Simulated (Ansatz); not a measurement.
The elements of this relaxed trial crystal are hidden behind letters.

```
lattice vectors (Å)
   2.8814    0.0000    0.0000
  -1.4407    2.4954    0.0000
   0.0000    0.0000    3.8678
fractional positions
X 0.3333 0.6667 0.2531
X 0.3333 0.6667 0.7469
X 0.0000 0.0000 0.0000
Z 0.0000 0.0000 0.5000
```

Computed with DFT PBE, scalar-relativistic, plane waves, PAW in Ansatz. Cutoff 420 eV, Γ-centred 12×12×10 mesh (4-atom cell), Gaussian smearing of 0.10 eV, no spin polarisation.

| Property | Result |
| --- | --- |
| Space group | P-6m2 (No. 187) |
| Conventional cell | a = 2.881 Å, c = 3.868 Å |
| Volume per atom | 6.95 Å³ |
| Density | 5.91 g/cm³ |
| Energy over the elements | +0.27 eV/atom |
| Gap on the 12×12×10 mesh of the 4-atom cell | 0 eV (a metal) |

Energies are uncorrected and count from the elements' standard states at the same level.

Task: X is an s-block element of period 1 and Z is a d-block element of period 5. Which elements are they?

Result: X = H, Z = Mo, so the formula is MoH3. Density times volume gives a mean mass of 5.91 × 6.95/1.6605 = 24.7 u per atom, and this set has 24.7 u. Among the elements that the hints allow, noble gases aside, only these give it. Around H on a site of symmetry 3m lie 5 H at 1.91–1.96 Å and 3 Mo at 1.92 Å; around H on a site of symmetry -6m2 lie 6 H at 1.93 Å and 2 Mo at 1.93 Å; around Mo lie 8 H at 1.92–1.93 Å.

A structure relaxed within its symmetry needn't be a true minimum. Another cell of the same search, in P6_3/m, lies 120 meV/atom lower, so this cell isn't the stable form at this level.
